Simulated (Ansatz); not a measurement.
**Structure relaxation, WC**

The start is a randomly generated symmetric cell of WC (space group No. 164). A full variable-cell relaxation at zero pressure is run with r2SCAN (plane waves to 500 eV, PAW, scalar-relativistic; Ansatz, a quantum-chemistry and plane-wave program). First-step values are on the input's coarse k-mesh.

Ansatz input (later rounds restart from its end on a renewed k-mesh):
Ansatz 0.2 input:
```yaml
crystal:
  lattice:
    - [3.7297537, 0, 0]
    - [-1.8648768, 3.2300614, 0]
    - [0, 0, 4.6411118]
  atoms:
    - { symbol: C, position: [0, 0, 0.5] }
    - { symbol: C, position: [0, 0, 0] }
    - { symbol: W, position: [0.33333333, 0.66666667, 0.83752454] }
    - { symbol: W, position: [0.66666667, 0.33333333, 0.16247546] }
basis: { ecutwfc: 500, ecutrho_ratio: 4, xc_grid: 4, fft_grid_basis: typed }
kpoints: { mp_grid: { grid: [7, 7, 5] } }
hamiltonian:
  xc: r2scan
  dispersion: none
  pseudopotentials: { azcp: { folder: ./paw }, kind: paw }
scf: { occupations: { method: fermi_dirac, width: 0.05 } }
relax: { f_tol: 0.01, max_steps: 100, cell: { stress_tol: 0.02 } }
output: { forces: true, stress: true }
```

Task: What pressure does the first self-consistent step give?

Result: -29 GPa (negative: the cell is under tension).

Task: What is the largest force in the starting geometry, and on which atom (counted from 1)?

Result: About 2.1 eV/Å, on W3, W4 (atoms numbered as listed).

Task: What symmetry does the relaxed structure have?

Result: The space group goes from P-3m1 (No. 164) to P6₃/mmc (No. 194); the end is NiAs type, with 4 atoms in the primitive cell.

Task: How does the volume change?

Result: -26.8 %, from 13.98 to 10.23 Å³/atom.

Task: How do the shortest distances between atoms change?

Result: The closest pairs of elements (up to four, under 3.6 Å), start → end: C–W 2.28 → 2.18 Å; C–C 2.32 → 2.75 Å; W–W 2.63 → 2.93 Å.

Task: Is the relaxed structure metallic? Give its gap.

Result: No gap (metallic).

Task: Give the final cell and atomic positions.

Result: 
```cif
data_C2W2
_chemical_formula_sum 'C2 W2'
_space_group_name_H-M_alt 'P63/mmc'
_space_group_IT_number 194
_space_group_name_Hall '-P 6c 2c'
_cell_length_a 2.92870
_cell_length_b 2.92870
_cell_length_c 5.50847
_cell_angle_alpha 90.000
_cell_angle_beta 90.000
_cell_angle_gamma 120.000
loop_
_atom_site_label
_atom_site_type_symbol
_atom_site_symmetry_multiplicity
_atom_site_Wyckoff_symbol
_atom_site_fract_x
_atom_site_fract_y
_atom_site_fract_z
_atom_site_occupancy
C1 C 2 a 0.00000 0.00000 0.00000 1
W1 W 2 d 0.66667 0.33333 0.25000 1
```

Final values are on a 18×18×9 k-mesh of the relaxed cell. No spin polarisation in the result.

The run could not lose the symmetry of its start, so the end can be a saddle point.

The relaxed structure here is a generated cell of WC: the first start was made by a random draw of sites in a space group, and the end was not matched to a known phase here, so it may be hypothetical. Known forms of WC include space group No. 187.
